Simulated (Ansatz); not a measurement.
# What DFT gives for Al$_{2}$W

```
W Al
1.0
     4.80324    0.00000    0.00000
    -2.40162    4.15972    0.00000
     0.00000    0.00000    6.69072
W Al
3 6
Direct
  0.50000 0.50000 0.16670
  0.00000 0.50000 0.83337
  0.50000 0.00000 0.50003
  0.83820 0.16180 0.16670
  0.67640 0.83820 0.83337
  0.83820 0.67640 0.50003
  0.16180 0.83820 0.16670
  0.32360 0.16180 0.83337
  0.16180 0.32360 0.50003
```

The numbers come from plane-wave PAW DFT (Ansatz): LDA, spin-orbit coupling, 420 eV, 6×6×4 Γ-centred k points, methfessel-paxton occupations (width 0.1003 eV). Nothing was relaxed.

The state carries no moments; the state need not be the lowest.

Problem. Which element gives electrons and which takes them?

Solution. Bader charges in e: Al +1.11, W -2.21. In the mean Al gives up most and W takes most.

Problem. Is there a gap?

Solution. It is a metal, with about 6 states/eV a cell as the mean within 0.25 eV of the Fermi level, mostly W d (60 %) and Al p (31 %).

Problem. Which atom feels the largest force, and which way?

Solution. The largest is on Al8 (and as large on other atoms): 0.63 eV/Å, components (0.54, 0.31, 0.00). It makes 105° with the line to a nearest neighbour, Al7 at 2.60 Å.

Problem. What does the stress say?

Solution. The pressure is -0.8 GPa (compression positive), so with the atoms held at these fractions the cell would first shrink. The principal stresses -1.4, -1.4, 0.3 GPa differ, so its shape would change too.

Problem. What is the formation energy?

Solution. -0.01 eV an atom against the elements' usual phases (free molecules for gases, crystals otherwise, with no correction for O₂ or N₂), too near zero to call. Relaxing would lower it.

Origin: a database entry at a rescaled volume.
